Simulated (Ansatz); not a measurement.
WC (WC type, space group P-6m2)

```xyz
2
Lattice="2.9122 0.0000 0.0000 -1.4561 2.5220 0.0000 0.0000 0.0000 2.8362" Properties=species:S:1:pos:R:3 pbc="T T T"
W      0.0000     0.0000     0.0000
C      1.4561     0.8407     1.4181
```

The slice is a (-1 2 -1 0) plane (indices of the conventional cell) through the point (0.667, 0.333, 0.500) (fractional), spanned by u = [001] and v = [210] in vectors of this cell: u (2.84 Å) and v (5.04 Å, at 90° to u). It covers one period; positions are fractions (u, v).

The numbers are results of r2SCAN (plane waves to 500 eV, PAW, scalar-relativistic; Ansatz, an electronic-structure program), not measurements. k mesh 18×18×16. Inside the PAW spheres the values are not all-electron values, and peaks at nuclei hang on which shells count as valence. Spin-orbit coupling is left out, though W is heavy. WC is run without spin polarisation. WC was relaxed with its symmetry unable to fall.

### Question
What is the valence density on the shortest W–C line in this plane (2.20 Å), at its minimum between the atoms?

### Answer
0.65 e/Å³.

### Question
What is the ELF at the density minimum of the shortest W–C line in this plane (2.20 Å)?

### Answer
0.4.

### Question
Predict the map of the electron localisation function (ELF) on the slice.

### Answer
```
|xxxx##@@%%**--::--**%%@@##xx|
|##%%@@@@##==::..::==##@@@@%%|
|@@@@@@%%==::......::==%%@@@@|
|@@@@##==::--==++==--::==##@@|
|##**==::==##%%%%%%##==::==**|
|++==::--##%%%%##%%%%##--::==|
|--::::++%%%%xxxxxx%%%%++::::|
|--::::**@@##xxxxxx##@@**::::|
|--::::++%%%%xxxxxx%%%%++::::|
|--::..--##%%%%##%%%%##--..::|
|::::....--##%%%%%%##--....::|
|::....  ..--++**++--..  ....|
|....    ....::--::....    ..|
|      ..::--======--::..    |
|      ..--++######++--..    |
|      ..==**##%%##**==..    |
|      ..--**######**--..    |
|......::--++******++--::....|
|++==========++++++==========|
|######**++====--====++**####|
|%%%%@@%%**==--::--==**%%@@%%|
|**##%%@@%%++--::--++%%@@%%##|
|xxxx##@@%%**--::--**%%@@##xx|
|xxxx**@@%%**--::--**%%@@**xx|
```
Scale: ten equal steps from 0.04 (start of ' ') to 0.81 (end of '@'), in the order ' .:-=+*#%@'. Values: electron localisation function (ELF). The map has 14 points along u (two characters each, u = 0 at the left) and 24 along v (v = 0 in the bottom row). Points within 0.4 Å of a nucleus are blanked (x), as the pseudised field means little there.
